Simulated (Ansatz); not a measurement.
Zr2Ge in space group P6_3/mmc (No. 194; Ge on 2c, Zr on 2a, Zr on 2d) at seven volumes, DFT-PBE in the program Ansatz with PAW potentials, shape and atoms relaxed at each. One row is withheld.

```tsv
V (Å³/atom)	P (GPa)
17.887	?
18.477	8.28
19.067	3.82
19.656	0.00
20.246	-3.27
20.836	-6.07
21.425	-8.45
```

Fit the shown pressures and predict the withheld one.

P = (3/2)B₀(x^(7/2) − x^(5/2))[1 + (3/4)(B′ − 4)(x − 1)] with x = (V₀/V)^(2/3). Least squares on the six rows gives V₀ = 19.656 Å³/atom, B₀ = 118 GPa, B′ = 4.21. At V = 17.887, x = 1.0649 and P = 13.58 GPa. The run itself gave 13.48 GPa.

A made-up cell: these elements were put on the sites of a structure type; neither database checked (COD, Materials Project) lists it. Its standing as an ambient phase is unchecked. The cell was relaxed with PBE under the symmetry of its start; its stability against distortions is not shown here. The run is not spin-polarised.

Potentials: the later of the program's two PAW sets.
